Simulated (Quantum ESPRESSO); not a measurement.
# Strain and stress in Al2GeMgP4

Calculated results; nothing here was measured. They come from pw.x of Quantum ESPRESSO 7.5, a plane-wave density functional program, with PseudoDojo standard norm-conserving files (v0.5 for PBE, v0.4.1 for LDA and PBEsol). The cells are made up: elements, strain and atom displacements were drawn at random, and nothing was relaxed. There is no spin polarisation, spin-orbit coupling or dispersion term.

The cell has 8 sites of a zincblende or diamond lattice. Sites 1 to 4 hold Al Ge Mg Al; sites 5 to 8 hold P P P P. Cell vectors in Å: (5.479, 0.000, 0.000); (0.000, 5.479, 0.000); (0.000, 0.000, 5.465). Settings: PBE, cutoff 1143 eV, 4 x 4 x 4 k mesh shifted by half a step, Fermi-Dirac smearing of 0.025 eV.

Each run adds the same strain along x and y to one cell, with the atoms carried along; the vectors above are those of run 4. Stress is positive in tension and P is minus a third of its trace. E is the free energy for each atom above the lowest run shown.

```
run  strain (%)  s_xx (GPa)  s_yy (GPa)  s_zz (GPa)  s_xy (GPa)  P (GPa)  E (meV/atom)
  1       -2.29      -10.48      -10.78       -8.56        2.83     9.94         61.74
  3       -0.39       -6.15       -6.43       -5.32        2.37     5.97         21.55
  4        0.24       -4.85       -5.13       -4.37        2.23     4.78         12.51
  5        0.52       -4.29       -4.57       -3.97        2.17     4.28          9.13
  6        0.87       -3.61       -3.89       -3.49        2.09     3.66          5.45
  7        1.55       -2.35       -2.62       -2.59        1.96     2.52          0.00
  2       -1.75           ?           ?           ?           ?        ?             ?
```

A rerun of one of these cells at 1437 eV and k mesh 6 x 6 x 6 moved values by no more than 0.007 eV in the cell's energy, 0.02 GPa in stress and 0.002 eV/Å in force.

## Worked fit

A parabola through the six runs shown gives s_xx = -5.34 + 2.06 e - 0.083 e² GPa, with e in per cent and a scatter of 0.01 GPa. The slope is a stiffness of 206 ± 1 GPa for each unit of this strain at e = 0, the sum of the responses of s_xx to strain along x and along y. The atoms are clamped, and relaxing them would in general lower it. The error is the larger of the fit's own and the change that a cubic makes, rounded up.

## Withheld run

Question: what s_xx should run 2 give?

The fit gives -9.20 GPa. The calculation gave -9.18 GPa.

| run | strain (%) | s_xx (GPa) | s_yy (GPa) | s_zz (GPa) | s_xy (GPa) | P (GPa) | E (meV/atom) |
| --- | --- | --- | --- | --- | --- | --- | --- |
| 2 | -1.75 | -9.18 | -9.48 | -7.57 | 2.69 | 8.74 | 48.24 |